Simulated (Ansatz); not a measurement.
**Band table of HfC**

```yaml
crystal:
  lattice:
    - [0.00000, 2.30357, 2.30357]
    - [2.30357, 0.00000, 2.30357]
    - [2.30357, 2.30357, 0.00000]
  atoms:
    - { symbol: Hf, position: [0.50000, 0.50000, 0.50000] }
    - { symbol: C, position: [0.00000, 0.00000, 0.00000] }
```

The cell comes from a relaxation on PAW files under the same functional, begun from a database entry that needn't be the ground state.

All numbers are PBEsol results (scalar-relativistic) from Ansatz 0.2.0, with a Γ-centred 15×15×15 k mesh, Fermi–Dirac smearing of 0.05 eV, no spin polarisation. Methods: LAPW: all electrons, basis error target 0.5 meV/atom.

Spin–orbit coupling is left out, which matters for the heavy atoms.

Path points, in fractions of the reciprocal vectors: Γ (0.000, 0.000, 0.000), X (0.500, 0.000, 0.500), U (0.625, 0.250, 0.625), K (0.375, 0.375, 0.750), L (0.500, 0.500, 0.500), W (0.500, 0.250, 0.750). The distance column jumps between branches of the path. Levels in eV from the Fermi level; bands 14 to 27, counted from the lowest band of the run. The gap is zero, the pressure 0.01 GPa.

```
# k(1/Å) point b14 b15 b16 b17 b18 b19 b20 b21 b22 b23 b24 b25 b26 b27
0.000 Γ -12.43 -10.91 -10.91 -10.91 -10.91 -10.81 -10.81 -10.81 1.12 1.12 1.12 1.34 1.34 1.34
0.195 - -12.26 -10.91 -10.90 -10.90 -10.90 -10.82 -10.82 -10.82 -0.18 0.42 0.42 1.08 2.28 2.28
0.390 - -11.79 -10.90 -10.89 -10.89 -10.87 -10.83 -10.82 -10.82 -1.93 -0.10 -0.10 0.47 3.53 3.53
0.584 - -11.26 -10.89 -10.88 -10.88 -10.84 -10.83 -10.83 -10.75 -3.25 -0.35 -0.35 -0.27 4.11 4.83
0.779 - -11.04 -10.87 -10.87 -10.87 -10.85 -10.84 -10.84 -10.43 -3.85 -0.95 -0.37 -0.37 4.55 5.98
0.974 - -10.96 -10.87 -10.87 -10.86 -10.86 -10.84 -10.84 -10.31 -3.62 -1.48 -0.25 -0.25 4.99 6.68
1.169 - -10.89 -10.87 -10.87 -10.87 -10.85 -10.84 -10.84 -10.41 -2.94 -1.82 -0.08 -0.08 5.31 6.91
1.364 X -10.88 -10.88 -10.87 -10.85 -10.84 -10.84 -10.84 -10.51 -2.57 -1.93 -0.01 -0.01 5.44 6.92
1.433 - -10.88 -10.88 -10.87 -10.85 -10.85 -10.84 -10.84 -10.48 -2.58 -1.97 -0.07 0.02 5.53 6.90
1.502 - -10.88 -10.87 -10.87 -10.86 -10.85 -10.84 -10.84 -10.41 -2.59 -2.09 -0.23 0.10 5.79 6.84
1.570 - -10.89 -10.87 -10.87 -10.87 -10.85 -10.84 -10.84 -10.31 -2.61 -2.28 -0.47 0.24 6.19 6.73
1.639 - -10.91 -10.88 -10.87 -10.87 -10.85 -10.84 -10.84 -10.19 -2.64 -2.54 -0.76 0.47 6.58 6.69
1.708 - -10.92 -10.88 -10.87 -10.87 -10.85 -10.84 -10.84 -10.04 -2.86 -2.68 -1.06 0.77 6.39 6.61
1.777 - -10.94 -10.88 -10.87 -10.86 -10.85 -10.84 -10.84 -9.87 -3.22 -2.71 -1.37 1.14 6.17 6.48
1.846 U -10.95 -10.88 -10.87 -10.86 -10.85 -10.84 -10.83 -9.70 -3.58 -2.74 -1.66 1.59 5.92 6.32
2.681 K -10.95 -10.88 -10.87 -10.86 -10.85 -10.84 -10.83 -9.70 -3.58 -2.74 -1.66 1.59 5.92 6.32
2.888 - -10.98 -10.89 -10.86 -10.86 -10.85 -10.84 -10.83 -9.23 -4.58 -2.77 -2.35 3.27 5.05 5.75
3.094 - -11.00 -10.88 -10.87 -10.86 -10.85 -10.84 -10.82 -9.20 -4.93 -2.68 -2.64 4.10 5.06 5.08
3.301 - -11.02 -10.88 -10.87 -10.86 -10.85 -10.85 -10.82 -9.82 -4.33 -2.58 -2.28 3.19 4.32 5.51
3.508 - -11.14 -10.89 -10.87 -10.86 -10.85 -10.83 -10.82 -10.60 -3.13 -2.04 -1.65 2.42 3.60 4.35
3.714 - -11.70 -10.90 -10.89 -10.88 -10.87 -10.83 -10.82 -10.82 -1.65 -1.09 -0.80 1.83 2.88 3.05
3.921 - -12.23 -10.91 -10.90 -10.90 -10.90 -10.82 -10.82 -10.81 -0.09 0.18 0.21 1.46 2.08 2.12
4.128 Γ -12.43 -10.91 -10.91 -10.91 -10.91 -10.81 -10.81 -10.81 1.12 1.12 1.12 1.34 1.34 1.34
4.296 - -12.30 -10.91 -10.90 -10.90 -10.90 -10.82 -10.82 -10.81 0.14 0.43 0.43 1.63 1.63 1.99
4.465 - -11.92 -10.90 -10.89 -10.89 -10.89 -10.83 -10.83 -10.81 -1.11 -0.53 -0.53 2.05 2.05 2.46
4.634 - -11.39 -10.89 -10.88 -10.88 -10.84 -10.84 -10.82 -10.81 -2.40 -1.41 -1.41 2.68 2.68 2.85
4.803 - -11.08 -10.88 -10.87 -10.87 -10.85 -10.85 -10.81 -10.37 -3.66 -2.14 -2.14 3.34 3.49 3.49
4.971 - -11.03 -10.87 -10.87 -10.87 -10.84 -10.84 -10.81 -9.57 -4.82 -2.67 -2.67 4.05 4.36 4.36
5.140 - -11.02 -10.87 -10.87 -10.86 -10.83 -10.83 -10.81 -8.76 -5.81 -3.00 -3.00 5.01 5.12 5.12
5.309 L -11.02 -10.88 -10.88 -10.86 -10.83 -10.83 -10.81 -8.31 -6.31 -3.11 -3.11 5.43 5.43 5.91
5.446 - -11.02 -10.88 -10.88 -10.86 -10.83 -10.83 -10.81 -8.39 -6.20 -3.07 -3.05 5.05 5.39 5.83
5.584 - -11.01 -10.88 -10.87 -10.86 -10.83 -10.83 -10.82 -8.59 -5.88 -2.97 -2.89 4.51 5.08 5.85
5.722 - -11.00 -10.88 -10.87 -10.86 -10.83 -10.83 -10.83 -8.86 -5.39 -2.87 -2.67 4.11 4.55 6.05
5.860 - -10.98 -10.88 -10.87 -10.85 -10.84 -10.84 -10.83 -9.14 -4.78 -2.79 -2.45 3.87 4.05 6.33
5.998 - -10.96 -10.88 -10.87 -10.85 -10.85 -10.84 -10.83 -9.38 -4.12 -2.76 -2.36 3.76 3.77 6.63
6.135 - -10.95 -10.88 -10.87 -10.86 -10.85 -10.84 -10.84 -9.54 -3.48 -2.75 -2.49 3.71 3.74 6.86
6.273 W -10.94 -10.88 -10.87 -10.87 -10.85 -10.84 -10.84 -9.59 -3.04 -2.75 -2.75 3.74 3.74 6.94
6.370 - -10.94 -10.88 -10.87 -10.87 -10.85 -10.84 -10.84 -9.65 -2.92 -2.75 -2.71 3.01 4.47 6.94
6.468 - -10.93 -10.88 -10.87 -10.87 -10.85 -10.84 -10.84 -9.78 -2.73 -2.63 -2.56 2.29 5.16 6.94
6.565 - -10.92 -10.88 -10.87 -10.87 -10.85 -10.84 -10.84 -9.97 -2.69 -2.51 -2.02 1.61 5.77 6.78
6.663 - -10.91 -10.87 -10.87 -10.87 -10.85 -10.84 -10.84 -10.16 -2.65 -2.35 -1.38 1.01 6.27 6.43
6.760 - -10.89 -10.88 -10.87 -10.87 -10.85 -10.84 -10.84 -10.34 -2.61 -2.17 -0.73 0.49 6.00 6.64
6.858 - -10.88 -10.88 -10.87 -10.85 -10.85 -10.84 -10.84 -10.46 -2.58 -2.00 -0.21 0.13 5.61 6.85
6.955 X -10.88 -10.88 -10.87 -10.85 -10.84 -10.84 -10.84 -10.51 -2.57 -1.93 -0.01 -0.01 5.44 6.92
```
